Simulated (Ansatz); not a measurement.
A geometry of WS2 away from equilibrium: the start of the relaxation of a generated cell, WS2 placed in the 2H-MoS2 structure type. All values below come from PBEsol (plane waves to 420 eV, PAW, scalar-relativistic; Ansatz, an electronic-structure program). Γ-centred k-mesh 8×8×2 on the run's cell (coarser than for final values), Fermi–Dirac smearing 0.05 eV.

```xyz
6
Lattice="3.1884 0.0000 0.0000 -1.5942 2.7612 0.0000 0.0000 0.0000 12.4015" Properties=species:S:1:pos:R:3 pbc="T T T"
W      0.0000     1.8408     3.1004
W      1.5942     0.9204     9.3012
S      0.0000     1.8408     7.7820
S      1.5942     0.9204     1.5812
S      1.5942     0.9204     4.6196
S      0.0000     1.8408    10.8203
```

Question: Predict the force on each atom, in eV/Å.

Answer: 
| atom | Fx | Fy | Fz |
|---|---|---|---|
| W1 | 0.00 | 0.00 | 0.00 |
| W2 | 0.00 | 0.00 | 0.00 |
| S3 | 0.00 | 0.00 | -0.69 |
| S4 | 0.00 | 0.00 | -0.69 |
| S5 | 0.00 | 0.00 | 0.69 |
| S6 | 0.00 | 0.00 | 0.69 |

Question: What is the pressure?

Answer: +1.2 GPa, compression positive.

Question: How much energy per atom can still be gained by relaxing?

Answer: 0.01 eV/atom; the path ends in P6₃/mmc (No. 194) (AFLOW prototype AB2_hP6_194_c_f (C7, as in MoS2)).

No spin polarisation in the result. Without a van der Waals term the distances between weakly bound units are poorly fixed.

The run could not lose the symmetry of its start.
